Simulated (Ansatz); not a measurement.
Be$_{3}$N$_{2}$:
```cif
data_Be9N6
_chemical_formula_sum 'Be9 N6'
_space_group_name_H-M_alt 'R3m :H'
_space_group_IT_number 160
_space_group_name_Hall 'R 3 -2"'
_cell_length_a 2.83509
_cell_length_b 2.83509
_cell_length_c 14.55679
_cell_angle_alpha 90.000
_cell_angle_beta 90.000
_cell_angle_gamma 120.000
loop_
_atom_site_label
_atom_site_type_symbol
_atom_site_symmetry_multiplicity
_atom_site_Wyckoff_symbol
_atom_site_fract_x
_atom_site_fract_y
_atom_site_fract_z
_atom_site_occupancy
Be1 Be 3 a 0.00000 0.00000 0.85891 1
Be2 Be 3 a 0.00000 0.00000 0.31764 1
Be3 Be 3 a 0.00000 0.00000 0.08889 1
N1 N 3 a 0.00000 0.00000 0.20418 1
N2 N 3 a 0.00000 0.00000 0.70847 1
```
(The calculation used a cell of 5 atoms; values per cell refer to that cell.)

Relaxed with PBEsol.

**Question.** Give the optical modes at the zone centre with their infrared activity from DFPT, PBEsol (plane waves, PAW; program Ansatz).

**Answer.** Transverse frequencies, without the LO–TO term; a row sums one degenerate level.

| ω (cm⁻¹) | degeneracy | IR ((D/Å)²/amu) | activity | symmetry |
|---|---|---|---|---|
| 355 | 2 | 0.16 | IR | E |
| 402 | 1 | 16.70 | IR | A1 |
| 471 | 2 | 26.94 | IR | E |
| 596 | 2 | 30.78 | IR | E |
| 705 | 1 | 10.13 | IR | A1 |
| 841 | 1 | 21.42 | IR | A1 |
| 928 | 1 | 0.85 | IR | A1 |
| 938 | 2 | 28.07 | IR | E |

**Question.** How high does the top mode go among those that the LO–TO term moves?

**Answer.** 1103 cm⁻¹ for q along x, 1103 cm⁻¹ for q along y, 1079 cm⁻¹ for q along z.

The first step of the workflow began from a Materials Project structure, measured or hypothetical; the Crystallography Open Database copy checked does not list it. COD files the formula under space group No. 206. Whether it is the stable phase at ambient conditions was not checked. Symmetry was held in the PBEsol relaxation; whether a distortion lowers the energy is not shown.

Potentials: the later of the program's two PAW sets.
